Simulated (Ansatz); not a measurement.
Input:

AlZnInO4:
```yaml
crystal:
  lattice:
    - [1.62703, 0.93936, 8.53156]
    - [-1.62703, 0.93936, 8.53156]
    - [0.00000, -1.87873, 8.53156]
  atoms:
    - { symbol: In, position: [0.99557, 0.99557, 0.99557] }
    - { symbol: Al, position: [0.21285, 0.21285, 0.21285] }
    - { symbol: Zn, position: [0.78170, 0.78170, 0.78170] }
    - { symbol: O, position: [0.13939, 0.13939, 0.13939] }
    - { symbol: O, position: [0.87952, 0.87952, 0.87952] }
    - { symbol: O, position: [0.28605, 0.28605, 0.28605] }
    - { symbol: O, position: [0.70492, 0.70492, 0.70492] }
```

This is the r²SCAN-relaxed structure.

Question: All from plane-wave PAW r²SCAN (Ansatz code), unless another level is named. Predict the formation energy from the elements (no fitted shifts).

Answer: -2.26 eV/atom.

Question: And the gap with spin–orbit coupling?

Answer: 2.39 eV.

Question: Give the band gap.

Answer: 2.42 eV (smallest direct gap 2.42 eV).

Question: What about the weight of the conduction-edge state by species (Voronoi cells)?

Answer: O 55 %, In 20 %, Zn 16 %, Al 9 %.

Question: Next, the weight of the valence-edge state by species (Voronoi cells)?

Answer: O 68 %, Zn 30 %.

Space group R3m. The cell is a constructed one: a structure type filled with these elements; neither database checked (COD, Materials Project) lists it. Whether it is the stable phase at ambient conditions was not checked. Symmetry was held in the r²SCAN relaxation; its stability against distortions is not shown here. The references are the lowest solids computed at this level, not always the standard phases (solids in place of the gases). Spin–orbit coupling is left out wherever it is not named.

Potentials: the earlier of the program's two PAW sets.
